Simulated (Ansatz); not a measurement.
Total density of states per atom from plane-wave PAW r²SCAN (Ansatz code), in 0.25 eV bins, energy from the valence-band maximum:

```
E (eV) | states/eV/atom
    -7.85 | ### 0.18
    -7.60 | ######## 0.39
    -7.35 | ## 0.09
    -7.10 | ### 0.18
    -6.85 | ### 0.14
    -6.60 |  0.00
    -6.35 |  0.00
    -6.10 |  0.00
    -5.85 | #### 0.22
    -5.60 | #### 0.21
    -5.35 | ###### 0.34
    -5.10 | ############ 0.63
    -4.85 | ############################ 1.46
    -4.60 | ############### 0.80
    -4.35 | ########## 0.54
    -4.10 | ########### 0.59
    -3.85 | ########### 0.58
    -3.60 | ############ 0.61
    -3.35 | ################### 0.97
    -3.10 | ###################### 1.13
    -2.85 | #################### 1.02
    -2.60 | ####### 0.36
    -2.35 | ######## 0.42
    -2.10 | ############## 0.71
    -1.85 | ############################ 1.44
    -1.60 | ############################## 1.56
    -1.35 | ####################### 1.20
    -1.10 | #################### 1.04
    -0.85 | ######################### 1.31
    -0.60 | ################## 0.92
    -0.35 | ############## 0.70
    -0.10 | ######### 0.45
     0.15 |  0.00
     0.40 |  0.00
     0.65 |  0.00
     0.90 |  0.00
     1.15 |  0.00
     1.40 |  0.00
     1.65 | ### 0.16
     1.90 | ############ 0.62
     2.15 | ############ 0.64
     2.40 | ###### 0.31
     2.65 | ###### 0.30
     2.90 | ##### 0.27
     3.15 | ######## 0.44
     3.40 | ###### 0.29
     3.65 | ###### 0.29
     3.90 | #### 0.22
     4.15 | #### 0.22
     4.40 | #### 0.23
     4.65 | ###### 0.29
     4.90 | ############# 0.68
     5.15 | ########## 0.52
     5.40 | ########## 0.52
     5.65 | ########## 0.54
     5.90 | ############ 0.60
     6.15 | ########### 0.59
```

Problem. Which compound is it?
A. In3Pd5, Pbam (Pearson symbol oP16)
B. GePdS3, C2/m (Pearson symbol mS20)
C. LaAl2Ge2, P-3m1 (La on 1a, Al on 2d, Ge on 2d)
D. Mn2Cr3FeO8, C2/m (Pearson symbol mS28)

Solution. B, GePdS3, C2/m (Pearson symbol mS20). Top 1 eV of the valence band: S 3p 59 %, Pd 4d 37 %. Bottom 1 eV of the conduction band: S 3p 52 %, Pd 4d 31 %, S 3s 5 %. Projections are on Löwdin-orthogonalised atomic valence shells; empty p or d shells of many metals are not among them.

The workflow started from a Materials Project entry (that database holds measured and hypothetical structures alike); the Crystallography Open Database copy checked does not list it. Whether it is the stable phase at ambient conditions was not checked. Symmetry was held in the r²SCAN relaxation; whether a distortion lowers the energy is not shown. No spin polarisation was allowed. A crystal of weakly bound chains computed without a dispersion correction: the cell and the soft elastic constants depend strongly on that. Scalar-relativistic: spin–orbit coupling is off unless named, which matters more the heavier the elements.

Potentials: the later of the program's two PAW sets.
